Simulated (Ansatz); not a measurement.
# Yb (fcc)

Level of theory: DFT, HSE06, scalar-relativistic, no spin polarisation; plane waves to 420 eV with PAW datasets (Ansatz 0.2.0), Γ-centred 8×8×8 mesh, 0.05 eV Gaussian smearing. The datasets are Ansatz's generated set soft_2.

```yaml
crystal:
  lattice:
    - [0.00000, 2.77245, 2.77245]
    - [2.77245, 0.00000, 2.77245]
    - [2.77245, 2.77245, 0.00000]
  atoms:
    - { symbol: Yb, position: [0.00000, 0.00000, 0.00000] }
```

The volume is at zero pressure for this level.

Path: Γ–X–U | K–Γ–L–W–X, with Γ = (0.000, 0.000, 0.000), X = (0.500, 0.000, 0.500), U = (0.625, 0.250, 0.625), K = (0.375, 0.375, 0.750), L = (0.500, 0.500, 0.500), W = (0.500, 0.250, 0.750) in reciprocal vectors of the calculation's cell.

Bands as a text map, energy in eV from the Fermi level (dashes), each leg drawn with the same width:
```
  3.71 |**          ****          
  3.43 |                *** *     
  3.14 | **           *       *   
  2.86 |           **     *  *    
  2.57 |                          
  2.29 |                   *      
  2.00 |  **       *   *          
  1.71 |                          
  1.43 |    ****  *         *  ***
  1.14 |   *    **           **   
  0.86 |    ****        *      ***
  0.57 |        **                
  0.29 |                    **    
  0.00 |--------**-------****-*---
 -0.29 |       *                  
 -0.57 |      *            *   *  
 -0.86 |    **                  **
 -1.14 |                          
 -1.43 |          *       *       
 -1.71 |**************************
 -2.00 |   *                      
 -2.29 |                          
 -2.57 |                *         
 -2.86 |                          
 -3.14 |                          
 -3.43 |           *              
 -3.71 |  *                       
 -4.00 |               *          
        Γ   X   UK   Γ   L   W   X
```

Question: By these bands, is it a metal or an insulator, and if it has a gap, where are the band edges on this path?

Answer: A metal: bands cross the Fermi level.

Spin–orbit coupling, which matters for such heavy elements, is left out. Spin polarisation wasn't allowed in this run, so with an open shell this may not be the ground state. For a metal under a hybrid functional this mesh is coarse.
